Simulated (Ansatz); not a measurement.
Mg₂Si (antifluorite type, space group Fm-3m)

```
Mg2Si
1.0
    0.00000     3.18233     3.18233
    3.18233     0.00000     3.18233
    3.18233     3.18233     0.00000
Si Mg
1 2
Direct
  0.00000   0.00000   0.00000
  0.25000   0.25000   0.25000
  0.75000   0.75000   0.75000
```

The relaxed cell is deformed in two ways at once: its volume V is scaled, and at that volume it is stretched along z (the c axis of the conventional cell) so that c/a changes. Fractional atomic positions are held.

The numbers are results of PBE (plane waves to 420 eV, PAW, scalar-relativistic; Ansatz, a quantum-chemistry and plane-wave program), not measurements. k mesh 9×9×9 (Γ-centred), Fermi-Dirac smearing 0.05 eV. Stress and pressure are positive under compression. As the smearing reaches across the gap at some points, the response to shear is sensitive to the k mesh, so small differences along c/a are uncertain. Mg2Si was relaxed with its symmetry unable to fall. The last digit holds for this mesh only.

Changes of σxx (GPa) from the point V/V₀ = 1.000, (c/a)/(c/a)₀ = 1.000 when one coordinate moves alone (two changes are said to add if the coupling is within 5 % of the smaller one, nearly so within 20 %):

```csv
point,change
"V/V₀ = 1.000, (c/a)/(c/a)₀ = 0.880",-3.40
"V/V₀ = 1.000, (c/a)/(c/a)₀ = 0.920",-2.32
"V/V₀ = 1.000, (c/a)/(c/a)₀ = 0.960",-1.20
"V/V₀ = 0.920, (c/a)/(c/a)₀ = 1.000",5.33
"V/V₀ = 0.947, (c/a)/(c/a)₀ = 1.000",3.31
"V/V₀ = 0.973, (c/a)/(c/a)₀ = 1.000",1.54
"V/V₀ = 1.027, (c/a)/(c/a)₀ = 1.000",-1.35
"V/V₀ = 1.053, (c/a)/(c/a)₀ = 1.000",-2.53
"V/V₀ = 1.080, (c/a)/(c/a)₀ = 1.000",-3.55
"V/V₀ = 1.000, (c/a)/(c/a)₀ = 1.040",1.24
"V/V₀ = 1.000, (c/a)/(c/a)₀ = 1.080",2.48
"V/V₀ = 1.000, (c/a)/(c/a)₀ = 1.120",3.69
```

What is the change at V/V₀ = 0.973, (c/a)/(c/a)₀ = 1.040, where both move, and how far is it from the sum?

The sum of the single changes is 1.54 + (1.24) = 2.78; the calculation gives 2.82, so they add (within 5 % of the smaller single change).

What is the change at V/V₀ = 0.920, (c/a)/(c/a)₀ = 1.120, where both move, and how far is it from the sum?

The sum of the single changes is 5.33 + (3.69) = 9.02; the calculation gives 9.34, so the coupling contributes 0.32 (under 20 % of the smaller single change, nearly additive).

What is the change at V/V₀ = 0.947, (c/a)/(c/a)₀ = 0.920, where both move, and how far is it from the sum?

The sum of the single changes is 3.31 + (-2.32) = 0.99; the calculation gives 0.77, so the coupling contributes -0.22 (under 20 % of the smaller single change, nearly additive).

(Under strain, the slope of the energy per volume gives the stress and its curvature an elastic modulus.)
